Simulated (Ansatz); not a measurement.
In plane-wave PAW PBE (Ansatz code), InSn₂Sb in the trigonal phase (R3m; In on 3a, Sb on 3a, Sn on 3a, Sn on 3a) relaxes to a = 4.742 Å, c = 22.957 Å. In has 4 nearest neighbours from 2.81 Å (tetrahedral); Sb has 4 nearest neighbours from 2.95 Å (tetrahedral); Sn on 3a has 4 nearest neighbours from 2.89 Å (tetrahedral); Sn on 3a has 4 nearest neighbours from 2.81 Å (tetrahedral). Its formation energy from the elements is 0.044 eV/atom, with no fitted shifts.

Electronic character: metallic (no gap).

The start of the workflow was typed in or built on a structure type; neither database checked (COD, Materials Project) lists it. Whether it is the stable phase at ambient conditions was not checked. Symmetry was held in the PBE relaxation; its stability against distortions is not shown here. The volume moved by 38 % from the start of the relaxation. The references are the lowest solids computed at this level, not always the standard phases. Scalar-relativistic: spin–orbit coupling is off unless named, which matters more the heavier the elements.

Potentials: the earlier of the program's two PAW sets.
